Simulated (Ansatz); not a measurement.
Si$_{3}$Ge in space group P-4m2 (No. 115; Si on 2g, Si on 1a, Ge on 1c), r²SCAN (plane waves, PAW; program Ansatz). The conduction-band minimum lies at M, with 1 equivalent valley. Second derivatives d²E/dk² of the lowest band at one valley (eV·Å²), along Cartesian directions:

```csv
direction,d²E/dk²
[100],18.34
[010],18.34
[001],41.08
[110],18.25
[101],29.59
[011],29.59
```

Find the principal effective masses, the density-of-states mass and the conductivity mass.

Off-diagonal terms follow from H_xy = H[110] − (H_xx + H_yy)/2, and m*/mₑ = 7.620 eV·Å² over each eigenvalue: 0.19, 0.41, 0.42. One valley's DOS mass (m₁m₂m₃)^(1/3) = 0.32, conductivity mass 3/(Σ 1/mᵢ) = 0.29 mₑ.

What effective density of states Nc follows at 300 K for parabolic valleys?

Nc = 2.509e19 × 1 × (0.32)^(3/2) ≈ 4.5e18 cm⁻³.

The start of the workflow was typed in or built on a structure type; neither database checked (COD, Materials Project) lists it. Its standing as an ambient phase is unchecked. Symmetry was held in the r²SCAN relaxation; whether a distortion lowers the energy is not shown. Scalar-relativistic: spin–orbit coupling is off unless named, which matters more the heavier the elements.

Potentials: the later of the program's two PAW sets.

Edges and masses are those of Kohn–Sham bands, whose gap is no quasiparticle gap.
